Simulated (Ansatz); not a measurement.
CaScHO₂:
```
CELL_PARAMETERS angstrom
      4.06925     0.00000     0.00000
      0.00000     4.06925     0.00000
      0.00000     0.00000     3.70917
ATOMIC_POSITIONS crystal
  Ca 0.50000 0.50000 0.50000
  Sc 0.00000 0.00000 0.00000
  O  0.50000 0.00000 0.00000
  O  0.00000 0.50000 0.00000
  H  0.00000 0.00000 0.50000
```

Relaxed with r²SCAN. Special points in fractions of this cell's reciprocal vectors: Γ (0.000, 0.000, 0.000); X (0.000, 0.500, 0.000); M (0.500, 0.500, 0.000); Z (0.000, 0.000, 0.500); R (0.000, 0.500, 0.500); A (0.500, 0.500, 0.500).

List the band energies nearest the valence-band maximum at these points for the program Ansatz at the r²SCAN level (PAW).

In eV from the valence-band maximum; about four levels below and three above (degenerate sets whole), none deeper than 8.9 eV; points with the same levels are listed once.

```tsv
k	below	above
Γ	-2.03 -1.32 -0.79 -0.79	3.88 4.35 4.35
X	-2.33 -2.17 -2.00 -1.57	3.71 4.87 5.11
M	-3.12 -2.45 -2.45 -0.53	5.55 6.26 6.26
Z	-2.33 -0.81 -0.81 0.00	3.48 3.48 4.70
R	-2.69 -2.01 -1.38 -0.45	2.70 4.88 4.99
A	-3.03 -3.03 -2.14 -0.37	5.48 5.53 5.53
```

Space group P4/mmm. The start of the workflow was typed in or built on a structure type; neither database checked (COD, Materials Project) lists it. Its standing as an ambient phase is unchecked. Symmetry was held in the r²SCAN relaxation; its stability against distortions is not shown here. No spin polarisation was allowed.

Potentials: the earlier of the program's two PAW sets. The files were generated under PBE; for other functionals the program regenerates the frozen cores, and for LDA and PBEsol the local potential too.
